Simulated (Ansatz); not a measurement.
Rh2O3 (corundum)

```xyz
10
Lattice="2.5545 1.4748 4.6073 -2.5545 1.4748 4.6073 0.0000 -2.9496 4.6073" Properties=species:S:1:pos:R:3 pbc="T T T"
Rh     0.0000     0.0000    11.7394
Rh     0.0000     0.0000     2.0823
Rh     0.0000     0.0000     8.9932
Rh     0.0000     0.0000     4.8285
O     -1.0233    -1.4748     5.7591
O      1.0233     1.4748     8.0627
O      1.7889    -0.1488     5.7591
O     -1.7889     0.1488     8.0627
O     -0.7656     1.6236     5.7591
O      0.7656    -1.6236     8.0627
```

The slice is a (-1 1 0 4) plane (indices of the conventional cell) through the point (0.550, 0.250, 0.950) (fractional), spanned by u = [1 0 -1] and v = [1 -1 1] in vectors of this cell: u (5.11 Å) and v (7.49 Å, at 90° to u). It covers one period; positions are fractions (u, v).

These are PBEsol (plane waves to 420 eV, PAW, scalar-relativistic; Ansatz, an electronic-structure program) values and carry that method's errors. k mesh 8×8×8. Near the nuclei the fields are pseudised (PAW); where an atom keeps semicore shells as valence, they peak there. Rh2O3 is run without spin polarisation and with no Hubbard U. Rh2O3 was relaxed with its symmetry unable to fall.

### Question
Sketch the electrostatic potential energy of an electron, from the cell's mean on this plane as a map.

### Answer
```
v \ u  0.00  0.16  0.32  0.47  0.63  0.79  0.95
-----  ----  ----  ----  ----  ----  ----  ----
0.93      x  10.4  12.3  10.8   5.2   6.5     x
0.86   12.2  12.6  12.9  10.2  <5.0   6.8  11.8
0.79   13.1  13.2  13.3  11.6   8.3   9.5  12.7
0.71   13.0  13.2  13.3  12.4   9.0   8.5  12.2
0.64   12.4  12.7  12.5  11.5   5.9  <5.0  10.7
0.57   12.2  12.0     x     x   5.9   5.7  11.3
0.50   12.3  11.7     x     x   7.5   8.2  11.8
0.43   12.2  12.0     x     x   5.9   5.7  11.3
0.36   12.4  12.7  12.5  11.5   5.9  <5.0  10.7
0.29   13.0  13.2  13.3  12.4   9.0   8.5  12.2
0.21   13.1  13.2  13.3  11.6   8.3   9.5  12.7
0.14   12.2  12.6  12.9  10.2  <5.0   6.8  11.8
0.07      x  10.4  12.3  10.8   5.2   6.5     x
0.00      x   8.3  12.1  11.5   7.7   7.7     x
```

Values: electrostatic potential energy of an electron, from the cell's mean, in eV. Points within 0.8 Å of a nucleus are blanked (x), as the pseudised field means little there. Values under 5 eV are set to 5. The zero, the cell's mean, hangs on the PAW cores.
